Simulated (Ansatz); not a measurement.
PtSb$_{2}$ (space group Pa-3)

```xyz
12
Lattice="6.4631 0.0000 0.0000 0.0000 6.4631 0.0000 0.0000 0.0000 6.4631" Properties=species:S:1:pos:R:3 pbc="T T T"
Sb     2.4208     0.8107     5.6524
Sb     4.0423     5.6524     0.8107
Sb     0.8107     5.6524     2.4208
Sb     5.6524     0.8107     4.0423
Sb     5.6524     2.4208     0.8107
Sb     0.8107     4.0423     5.6524
Sb     4.0423     4.0423     4.0423
Sb     2.4208     2.4208     2.4208
Pt     0.0000     3.2316     3.2316
Pt     3.2316     3.2316     0.0000
Pt     3.2316     0.0000     3.2316
Pt     0.0000     0.0000     0.0000
```

The slice is a {100} plane (indices of the conventional cell) through the point (0.000, 0.000, 0.000) (fractional), spanned by u = [100] and v = [010] in vectors of this cell: u (6.46 Å) and v (6.46 Å, at 90° to u). It covers one period; positions are fractions (u, v).

Calculation: PBEsol (plane waves to 420 eV, PAW, scalar-relativistic; Ansatz, a quantum-chemistry and plane-wave program). k mesh 6×6×6. Inside the PAW spheres the values are not all-electron values, and peaks at nuclei hang on which shells count as valence. At this level the bands of PtSb2 touch or barely overlap; measurements give the solid a gap. PtSb2 is run without spin polarisation. PtSb2 was relaxed with its symmetry unable to fall. Spin-orbit coupling is left out, though Pt and Sb are heavy.

### Question
Sketch the valence electron density on this plane as a map.

### Answer
| v \ u | 0.00 | 0.11 | 0.21 | 0.32 | 0.43 | 0.54 | 0.64 | 0.75 | 0.86 | 0.96 |
|---|---|---|---|---|---|---|---|---|---|---|
| 0.93 | 0.9 | 0.3 | -0.7 | -0.9 | -0.6 | -0.3 | -0.1 | -0.4 | -0.1 | 0.8 |
| 0.86 | 0.1 | -0.3 | -0.8 | -1.1 | -0.8 | -0.3 | 0.0 | -0.4 | -0.5 | 0.0 |
| 0.79 | -0.5 | -0.5 | -0.8 | -1.1 | -0.9 | -0.4 | -0.3 | -0.6 | -0.8 | -0.6 |
| 0.71 | -0.6 | -0.3 | -0.5 | -0.8 | -0.7 | -0.4 | -0.5 | -0.9 | -1.1 | -0.7 |
| 0.64 | -0.5 | 0.0 | -0.3 | -0.5 | -0.1 | 0.0 | -0.5 | -1.0 | -1.1 | -0.6 |
| 0.57 | -0.4 | -0.1 | -0.3 | -0.4 | 0.6 | 0.8 | -0.1 | -0.8 | -0.8 | -0.5 |
| 0.50 | -0.4 | -0.4 | -0.6 | -0.3 | 0.9 | 1.0 | 0.1 | -0.6 | -0.5 | -0.4 |
| 0.43 | -0.4 | -0.7 | -0.9 | -0.5 | 0.6 | 0.8 | -0.1 | -0.4 | -0.1 | -0.3 |
| 0.36 | -0.5 | -1.0 | -1.1 | -0.7 | -0.1 | 0.0 | -0.5 | -0.4 | 0.0 | -0.3 |
| 0.29 | -0.6 | -1.0 | -1.0 | -0.6 | -0.4 | -0.6 | -0.8 | -0.6 | -0.3 | -0.4 |
| 0.21 | -0.5 | -0.8 | -0.8 | -0.4 | -0.3 | -0.7 | -1.1 | -0.9 | -0.5 | -0.4 |
| 0.14 | 0.1 | -0.3 | -0.5 | -0.1 | -0.1 | -0.6 | -1.1 | -1.0 | -0.5 | 0.0 |
| 0.07 | 0.9 | 0.3 | -0.4 | -0.2 | -0.2 | -0.5 | -0.8 | -0.8 | -0.1 | 0.8 |
| 0.00 | 1.1 | 0.6 | -0.5 | -0.5 | -0.4 | -0.4 | -0.5 | -0.6 | 0.1 | 1.0 |

Values: log₁₀ of the valence density in e/Å³. The scale is logarithmic, as a density can span decades between atoms and voids.
